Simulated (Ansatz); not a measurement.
**BN with Fe replacing B — 57Fe Mössbauer parameters**

Cell: a supercell of BN (zinc blende type, F-43m) built from an entry of the Crystallography Open Database (COD), with the ions relaxed around the defect (PBE).

Space group F-43m (No. 216); a = 10.8450 Å.

```csv
site,Wyckoff,site symmetry,x,y,z
Fe,4a,-43m,0.0000,0.0000,0.0000
B2,48h,..m,0.1676,0.9979,0.1676
B5,16e,.3m,0.3332,0.8332,0.1668
B9,16e,.3m,0.6663,0.6663,0.3337
B15,24f,2.mm,0.5000,0.6669,0.5000
N28,16e,.3m,0.0950,0.9050,0.0950
N29,24g,2.mm,0.2500,0.9170,0.2500
N33,48h,..m,0.5831,0.7498,0.4169
N41,16e,.3m,0.4167,0.5833,0.4167
N54,4c,-43m,0.7500,0.2500,0.7500
```

One atom of each set is listed; the run and its k-mesh use a cell of 54 atoms with edges of 7.67, 7.67, 7.67 Å.

The numbers come from a DFT calculation in Ansatz (PBE, plane waves and PAW, scalar-relativistic, collinear spin, 420 eV cutoff, Γ-centred 3×3×3 k-points, Fermi–Dirac smearing 0.01 eV, cell charge -1). Start moments as typed (μB): 4 on each Fe, none on the rest.

Isomer shifts (against α-Fe) follow from the electron density at the nucleus, δ = α(ρ − ρ₀), with α = -0.366 mm s⁻¹ a₀³ and ρ₀ = 14904.00 a₀⁻³ from a line fitted to 10 measured compounds at this level of theory (rms miss 0.11 mm/s). ΔE_Q = ½eQV_zz(1 + η²/3)^½ with Q = 0.160 b for the 14.4 keV state. B_c is the Fermi-contact field along the atom's own moment; orbital and dipolar fields are not included.

(1) Where do the absorption lines lie when the magnetic splitting is averaged out (above the ordering temperature, with the gradients of this state)?

(2) And the six lines of Fe from the contact field alone, leaving the quadrupole term aside?

Answers

(1) Fe (1 atom a cell): δ = -0.06, |ΔE_Q| = 0.00 mm/s, a single line at -0.06 mm/s.

(2) With |B_c| = 6.5 T and nuclear moments 0.090604 and -0.15532 μN the lines lie at -1.12, -0.67, -0.23, 0.10, 0.55, 0.99 mm/s, in the ratio 3:2:1:1:2:3 for a powder.

The defect repeats with the cell of 54 atoms, so it feels its images: sites between two images don't show the values beside a lone defect, and zeros or small values of η there can come from the images' arrangement. The relaxation keeps the site symmetry -43m of the start, so the impurity can't leave its site; a distortion that would localise the partly filled state isn't explored. A uniform background compensates the cell's charge. The cell keeps the host's lattice, where the PBE pressure is 12 GPa (in a charged cell this depends on the convention for the mean potential). The run lost most of its start moments on Fe; a state with other moments may lie lower. Semilocal functionals underestimate the core's spin polarisation, so contact fields of ionic iron come out too small in magnitude. On Fe B_c is a small difference of large parts, and can be wrong severalfold and even in sign.

The relaxation (5 steps) took 6.2 min of wall time (6.2 min of CPU time) and 1.2 GiB at its peak, on 1 thread of Arm Neoverse V2 (aarch64; 8 cores open to the job, memory cap 3.0 GiB, no GPU), a shared host with a load of 1.0 a core.
